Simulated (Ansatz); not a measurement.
Ta: from a starting cell to a relaxed one

The start is a generated trial cell of Ta in the beta-W structure type. A full variable-cell relaxation at zero pressure is run with PBEsol (plane waves to 420 eV, PAW, scalar-relativistic; Ansatz, a first-principles code). First-step values are on the input's coarse k-mesh.

Ansatz input (later rounds restart from its end on a renewed k-mesh):
Ansatz 0.2 input:
```yaml
crystal:
  lattice:
    - [5.289095, 0, 0]
    - [0, 5.289095, 0]
    - [0, 0, 5.289095]
  atoms:
    - { symbol: Ta, position: [0.25, 0, 0.5] }
    - { symbol: Ta, position: [0.75, 0, 0.5] }
    - { symbol: Ta, position: [0, 0.5, 0.25] }
    - { symbol: Ta, position: [0, 0.5, 0.75] }
    - { symbol: Ta, position: [0.5, 0.25, 0] }
    - { symbol: Ta, position: [0.5, 0.75, 0] }
    - { symbol: Ta, position: [0, 0, 0] }
    - { symbol: Ta, position: [0.5, 0.5, 0.5] }
basis: { ecutwfc: 420, ecutrho_ratio: 4, xc_grid: 2, fft_grid_basis: typed }
kpoints: { mp_grid: { grid: [6, 6, 6] } }
hamiltonian:
  xc: pbesol
  dispersion: none
  pseudopotentials: { azcp: { folder: ./paw }, kind: paw }
scf: { occupations: { method: fermi_dirac, width: 0.05 } }
relax: { f_tol: 0.01, max_steps: 100, cell: { stress_tol: 0.02 } }
output: { forces: true, stress: true }
```

* **Initial pressure**: -4.0 GPa (negative: the cell is under tension)
* **Energy released**: under 0.01 eV/atom
* **Volume change**: -2.0 %, from 18.49 to 18.12 Å³/atom
* **Shortest distances (start → end)**: The closest pairs of elements (up to four, under 3.6 Å), start → end: Ta–Ta 2.64 → 2.63 Å
* **Band gap at the end**: zero (metallic)
* **Optimiser moves**: 5

Relaxed structure:

Space group Pm-3n (No. 223); a = 5.2528 Å, b = 5.2528 Å, c = 5.2528 Å, α = 90.00°, β = 90.00°, γ = 90.00°

```csv
atom,site,symmetry,x,y,z
Ta,6c,-4m.2,0.0000,0.5000,0.2500
Ta,2a,m-3.,0.0000,0.0000,0.0000
```

Final values are on a 9×9×9 k-mesh of the relaxed cell. No spin polarisation in the result.

The run could not lose the symmetry of its start, so the end can be a saddle point.

All atoms sit on sites fixed by symmetry, so only the cell could relax.

The relaxed structure here is a generated cell of Ta: the first start was made by placing the elements on the sites of a structure type, and the end was not matched to a known phase here, so it may be hypothetical. Known forms of Ta include space group No. 229.
